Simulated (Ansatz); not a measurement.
The elements of this relaxed trial crystal are hidden behind letters.

```
lattice vectors (Å)
   1.6850   -3.2367    0.0000
   1.6850    3.2367    0.0000
   0.0000    0.0000    5.6401
fractional positions
X 0.0000 0.0000 0.0000
Z 0.5000 0.5000 0.5000
Q 0.5596 0.7644 0.2224
Q 0.4404 0.2356 0.2224
Q 0.7644 0.5596 0.7776
Q 0.2356 0.4404 0.7776
Q 0.1739 0.8261 0.5000
Q 0.8261 0.1739 0.5000
```

These are results of DFT PBE, scalar-relativistic, plane waves, PAW in Ansatz, not measurements. Plane waves to 420 eV, a 12×12×8 mesh through Γ for the 8-atom cell and 0.10 eV Gaussian smearing; no spin polarisation.

```
Space group                                : C222 (No. 21)
Conventional cell                          : a = 3.370 Å, b = 6.473 Å, c = 5.640 Å
Volume per atom                            : 7.69 Å³
Density                                    : 5.23 g/cm³
Formation energy                           : +0.06 eV/atom
Gap on the 12×12×8 mesh of the 8-atom cell : 0 eV (the bands overlap slightly)
```

Energies are uncorrected and count from the elements' standard states at the same level.

**Question.** X is an s-block element of period 2, Z is a d-block element of period 6 and Q is an s-block element of period 1. Which elements are they?

**Answer.** X = Li, Z = Ta, Q = H, so the formula is LiTaH6. Density times volume gives a mean mass of 5.23 × 7.69/1.6605 = 24.2 u per atom, and this set has 24.2 u. Around Li lie 4 H at 1.82 Å; around Ta lie 4 H at 1.79 Å and 6 H at 2.03–2.11 Å; H on a site of symmetry 1 has 1 H at 1.72 Å, 1 Ta at 1.79 Å, 1 Li at 1.82 Å, 2 H at 1.99–2.00 Å and 1 H at 2.20 Å; 1 more site not described. Other sets within the hints have nearly the same mass, so mass alone doesn't settle it; this one was computed.

These runs have no spin–orbit coupling, which can matter for Ta. The zero gap may come from the functional, which often closes small gaps, or the cell may be a true semimetal. Symmetry constrained the relaxation, so the result can be a saddle point. Another cell of LiTaH6 relaxed alike, in C2, lies 104 meV/atom lower, so this cell isn't the stable form at this level.
